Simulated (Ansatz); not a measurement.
## Hg$_{4}$Pt: pressure against volume

A database entry relaxed whole under r2SCAN (Im-3m):

```
Hg Pt
1.0
    -3.14197    3.14197    3.14197
     3.14197   -3.14197    3.14197
     3.14197    3.14197   -3.14197
Hg Pt
4 1
Direct
  0.50000 0.50000 0.50000
  0.50000 0.00000 0.00000
  0.00000 0.00000 0.50000
  0.00000 0.50000 0.00000
  0.00000 0.00000 0.00000
```

The cell was scaled uniformly, its shape held, and the atoms relaxed at each volume with plane-wave PAW DFT (Ansatz 0.2.0; r2SCAN, 500 eV, 8×8×8 Γ-centred mesh, fermi-dirac occupations of width 0.100 eV; no spin, no spin-orbit coupling). One row is withheld.

```
volume (Å³/atom)  energy over the lowest (meV/atom)  pressure (GPa)
          23.325                               24.8            5.67
          23.821                               10.6            3.53
          24.318                                2.6            1.66
          24.814                                0.0            0.03
          25.310                                  ?               ?
          25.806                                8.4           -2.60
          26.303                               18.3           -3.64
```

Question: Fit the pressures of the other rows to the third-order Birch-Murnaghan form.

Answer: With f = [(V₀/V)^(2/3) − 1]/2 and P = 3B₀f(1 + 2f)^(5/2)[1 + 3(B₀′ − 4)f/2], least squares gives V₀ = 24.83 Å³ an atom, B₀ = 75.3 GPa and B₀′ = 6.1; the rows miss the fit by less than 0.01 GPa. The slope of the energies differs from these pressures by 0.06 GPa, since they are taken to zero smearing while pressures follow the free energy.

Question: What does the withheld row hold?

Answer: The fit gives -1.37 GPa at 25.310 Å³; the run gave -1.38 GPa and 2.2 meV an atom.

Caveats: the shape of the cell was held; 0 K, fixed nuclei; the symmetry was kept, and this need not be the phase that is stable at 0 K; one mesh for all volumes; the relaxed cell lies far from the entry, by an error of the functional or of the entry; pressure is positive in compression.
